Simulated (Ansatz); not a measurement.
KBr (rock salt, Fm-3m), DFT-LDA in the program Ansatz with PAW potentials. The conduction-band minimum lies at Γ, with 1 equivalent valley. Second derivatives d²E/dk² of the lowest band at one valley (eV·Å²), along Cartesian directions:

```csv
direction,d²E/dk²
[100],22.21
[010],22.21
[001],22.21
[110],22.21
[101],22.21
[011],22.21
```

Q: Find the principal effective masses, the density-of-states mass and the conductivity mass.

A: Off-diagonal terms follow from H_xy = H[110] − (H_xx + H_yy)/2, and m*/mₑ = 7.620 eV·Å² over each eigenvalue: 0.34, 0.34, 0.34. One valley's DOS mass (m₁m₂m₃)^(1/3) = 0.34, conductivity mass 3/(Σ 1/mᵢ) = 0.34 mₑ.

Q: What effective density of states Nc follows at 300 K for parabolic valleys?

A: Nc = 2.509e19 × 1 × (0.34)^(3/2) ≈ 5.0e18 cm⁻³.

Q: With the computed static dielectric constant 4.84 (mean of the diagonal), estimate a hydrogenic donor's binding energy and radius.

A: E = 13.606 eV × 0.34/4.84² ≈ 200 meV; a = 0.529 Å × ε/m* ≈ 7.5 Å. Semilocal masses tend to be too small where the gap is.

Q: With ε∞ = 2.76 and ω_LO = 172 cm⁻¹, what Fröhlich coupling constant follows?

A: α = (1/ε∞ − 1/ε0) √(m* × 13.606 eV/ħω_LO) = 2.3.

The cell was relaxed with LDA under the symmetry of its start; phonons on a q-mesh show no instability. Spin–orbit coupling is left out wherever it is not named.

Potentials: the later of the program's two PAW sets.
